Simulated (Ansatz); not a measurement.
## Is this Ta₂Si₂O structure a true minimum?

It was reached by relaxing an invented guess, and it needn't be the stable form of this composition.

The calculation used DFT PBE, scalar-relativistic, plane waves, PAW (Ansatz 0.2.0). Settings: cutoff 420 eV, Γ-centred mesh 12×12×6 on the computed 5-atom cell, Gaussian smearing of 0.10 eV; no spin polarisation.

The cell below (5 atoms, space group P6/mmm (No. 191)) is relaxed within its symmetry.

```
Ta Si O
1.0
     4.00813    0.00000    0.00000
    -2.00407    3.47115    0.00000
     0.00000    0.00000    6.66130
Ta Si O
2 2 1
Direct
  0.00000 0.00000 0.70982
  0.00000 0.00000 0.29018
  0.33333 0.66667 0.50000
  0.66667 0.33333 0.50000
  0.00000 0.00000 0.00000
```

For the test a repeat of it with 10 atoms (edges 4.01, 4.01, 13.32 Å) was strained at random (σ = 1.5 % a component), the atoms were moved at random (σ = 0.05 Å), and all was relaxed again on a coarse 6×6×2 mesh (in the run’s order of axes) with 0.20 eV smearing, with no symmetry imposed.

Spin–orbit coupling, which can matter for Ta, is left out.

Problem. What happens?

Solution. It returns, within 1 meV/atom of the unmoved cell on that mesh and with the same symmetry when read at 0.1 Å (C2/m at 0.01 Å, so small strains and shifts remain). So it is stable against the distortions that fit this cell and that this random move excites. Modes that don't fit the cell aren't tested. Another cell of Ta2Si2O relaxed alike, in P4mm, lies 30 meV/atom lower, so this cell isn't the stable form at this level.
